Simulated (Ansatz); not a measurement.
## Strain response of C

The calculation used DFT r2SCAN, scalar-relativistic, plane waves, PAW in Ansatz 0.2.0. Settings: 500 eV cutoff, 18×18×2 k-mesh, Gaussian smearing of 0.10 eV, no spin polarisation.

The relaxed crystal:

```xyz
12
Lattice="2.4559 0.0000 0.0000 -1.2279 2.1268 0.0000 0.0000 0.0000 29.6702" Properties=species:S:1:pos:R:3 pbc="T T T"
C     1.2279    0.7089   18.7281
C     1.2279    0.7089    3.8931
C     1.2279    0.7089   10.9420
C     1.2279    0.7089   25.7772
C     0.0000    0.0000    7.4175
C     0.0000    1.4179   25.7771
C     0.0000    0.0000   22.2526
C     1.2279    0.7089    7.4175
C     0.0000    1.4179   10.9421
C     0.0000    1.4179   22.2526
C     0.0000    1.4179    3.8930
C     0.0000    1.4179   18.7282
```

Deformation: biaxial strain in the a-b plane, with the length and tilt of c and the atoms relaxed, all within the symmetry that the strain leaves. Energies are extrapolated to zero smearing. Gaps are generalised Kohn–Sham gaps, read on the k-mesh where the zone wasn't searched.

```tsv
strain (%)	ΔE (meV/atom)	a (Å)	b (Å)	c (Å)	gap (eV)
-2.0	29.6	2.407	2.407	29.942	0.01
-1.0	7.2	2.431	2.431	29.780	0.01
+0.0	0.0	2.456	2.456	29.670	0.01
+1.0	6.9	2.480	2.480	29.552	0.01
+2.0	26.7	2.505	2.505	29.391	0.01
```

(1) What stiffness (1/V) d²E/dε² at zero strain does a cubic fit over all points give?

(2) How does the free axis c answer a small strain?

Answers

(1) A cubic fit gives (1/V) d²E/dε² = 1749 GPa at zero strain (twice the biaxial modulus).

(2) Between the innermost points its strain is -0.38 times the applied one.

Cost: 5 runs of about 16 core-minutes in all, on Intel Xeon Platinum 8488C (Sapphire Rapids) (shared hosts).